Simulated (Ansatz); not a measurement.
# LuTl3, one cell by several methods

```
Lu Tl
1.0
     4.65300    0.00000    0.00000
     0.00000    4.65300    0.00000
     0.00000    0.00000    4.74606
Lu Tl
1 3
Direct
  0.00000 0.00000 0.00000
  0.00000 0.50000 0.50000
  0.50000 0.00000 0.50000
  0.50000 0.50000 0.00000
```

Atoms are numbered in the order listed.

The conventional cell has a = 4.653 Å, b = 4.653 Å, c = 4.746 Å, α = 90.00°, β = 90.00°, γ = 90.00°. Lu (atom 1) is surrounded by 12 Tl at 3.29 to 3.32 Å. Tl (atom 2) has 8 Tl at 3.29 to 3.32 Å and 4 Lu at 3.32 Å as nearest neighbours. Tl (atom 4) is surrounded by 4 Lu at 3.29 Å and 8 Tl at 3.32 Å.

The cell comes from COD entry 1538927, which wasn't checked; take it as a given geometry. The listed cell was then made from it by scaling, straining or moving an atom.

Spin–orbit coupling is left out, though it moves levels of the heavy atoms by tenths of an eV or more.

Levels of theory: DFT, PBEsol, PAW with Ansatz's default frozen-core files, scalar-relativistic (Ansatz 0.2.0); DFT, PBEsol, all-electron LAPW, scalar-relativistic (Ansatz 0.2.0).

For PAW: a Γ-centred 7×7×7 k mesh, Fermi–Dirac smearing of 0.08 eV, cutoff 420 eV, no spin polarisation; the PAW files were made with PBE, and the program remakes their frozen cores for this functional. LAPW targets a basis error of 1 meV/atom. The Ansatz runs share mesh, smearing and spin set-up. Plane-wave (PAW) pressures include the program's estimate of the Pulay term.

Stress and pressure are positive in compression.

PAW results:

```tsv
quantity	PAW
pressure (GPa)	-1.33
stress xx (GPa)	-1.29
stress zz (GPa)	-1.40
```

Question: What does LAPW (all electrons) give for the same quantities?

Answer: 
| quantity | LAPW |
| --- | --- |
| pressure (GPa) | -1.32 |
| stress xx (GPa) | -1.28 |
| stress zz (GPa) | -1.39 |
